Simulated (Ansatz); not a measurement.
CdS:
```
CdS
1.0
    4.07387     0.00000     0.00000
   -2.03693     3.52807     0.00000
    0.00000     0.00000     6.63852
Cd S
2 2
Cartesian
  2.03693   1.17602   3.32239
  0.00000   2.35205   0.00313
  2.03693   1.17602   5.81885
  0.00000   2.35205   2.49959
```

Cartesian axes are those of the cell as given.

Question: Give the high-frequency dielectric tensor and the Born effective charge tensors of the independent atoms from DFPT, the program Ansatz at the LDA level (PAW).

Answer: 
ε∞:
```
6.41  0.00  0.00
0.00  6.41  0.00
0.00  0.00  6.57
```
Z* of atom 1 (Cd), rows: field, columns: displacement, in e:
```
2.07  0.00  0.00
0.00  2.07  0.00
0.00  0.00  2.18
```
Z* of atom 3 (S), rows: field, columns: displacement, in e:
```
-2.07   0.00   0.00
 0.00  -2.07   0.00
 0.00   0.00  -2.18
```

Space group P6_3mc (wurtzite). The LDA relaxation kept the symmetry of its start. Spin–orbit coupling is left out wherever it is not named.

Potentials: the earlier of the program's two PAW sets. The files were generated under PBE; for other functionals the program regenerates the frozen cores, and for LDA and PBEsol the local potential too.
